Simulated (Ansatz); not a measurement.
A geometry of Pd away from equilibrium: step 11 of the relaxation of a generated cell, Pd placed in the AFLOW prototype A_hR2_166_c (A7, as in As). The numbers are results of PBE (plane waves to 420 eV, PAW, scalar-relativistic; Ansatz, a quantum-chemistry and plane-wave program), not measurements. Γ-centred k-mesh 12×12×12 on the run's cell (coarser than for final values), Fermi–Dirac smearing 0.05 eV.

```xyz
2
Lattice="1.4854 0.8576 3.9570 -1.4854 0.8576 3.9570 0.0000 -1.7152 3.9570" Properties=species:S:1:pos:R:3:forces:R:3 pbc="T T T" free_energy=-13945.386 pressure_GPa=9.0
Pd     0.0000     0.0000     2.9677    0.0000    0.0000   -0.0001
Pd     0.0000     0.0000     8.9032    0.0000    0.0000    0.0001
```

Positions in Å, forces in eV/Å, free energy of the cell in eV (comparable only within this code, potentials and settings). Largest force: all forces are below 0.005 eV/Å; the geometry lies 0.17 eV/atom above the end of its relaxation.

No spin polarisation in the result. A magnetic state may lie lower.

The run could not lose the symmetry of its start.
